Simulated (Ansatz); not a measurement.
BeMo2:
```
BeMo2
1.0
    0.00000     3.58429     3.58429
    3.58429     0.00000     3.58429
    3.58429     3.58429     0.00000
Mo Be
4 2
Direct
  0.62500   0.62500   0.62500
  0.12500   0.62500   0.62500
  0.62500   0.12500   0.62500
  0.62500   0.62500   0.12500
  0.25000   0.25000   0.25000
  0.00000   0.00000   0.00000
```

Relaxed with PBEsol. Special points in fractions of this cell's reciprocal vectors: Γ (0.000, 0.000, 0.000); X (0.500, 0.000, 0.500); U (0.625, 0.250, 0.625); K (0.375, 0.375, 0.750); L (0.500, 0.500, 0.500); W (0.500, 0.250, 0.750).

**Question.** List the band energies nearest the Fermi level at these points for PBEsol in the plane-wave PAW code Ansatz.

**Answer.** In eV from the Fermi level; about four levels below and three above (degenerate sets whole), none deeper than 8.9 eV; points with the same levels are listed once.

```json
[
 {"k": "Γ", "below": "-3.60 -3.60 -3.60 -3.01 -3.01", "above": "1.29 1.35 1.35 1.35"},
 {"k": "X", "below": "-0.25 -0.25 -0.18 -0.18", "above": "2.19 2.19 2.49 2.49"},
 {"k": "U", "below": "-1.61 -1.03 -1.01 -0.38", "above": "0.52 0.57 0.91"},
 {"k": "L", "below": "-0.63 -0.63 -0.10 -0.10", "above": "1.99 2.10 2.10"},
 {"k": "W", "below": "-1.51 -1.51 -1.01 -1.01", "above": "0.15 0.15 0.53 0.53"}
]
```

Space group Fd-3m (cubic Laves (MgCu2 type)). The cell is a constructed one: a structure type filled with these elements; neither database checked (COD, Materials Project) lists it. Whether it is the stable phase at ambient conditions was not checked. Symmetry was held in the PBEsol relaxation; phonons show weakly imaginary modes. No spin polarisation was allowed. Spin–orbit coupling is left out wherever it is not named.

Potentials: the earlier of the program's two PAW sets. The files were generated under PBE; for other functionals the program regenerates the frozen cores, and for LDA and PBEsol the local potential too.
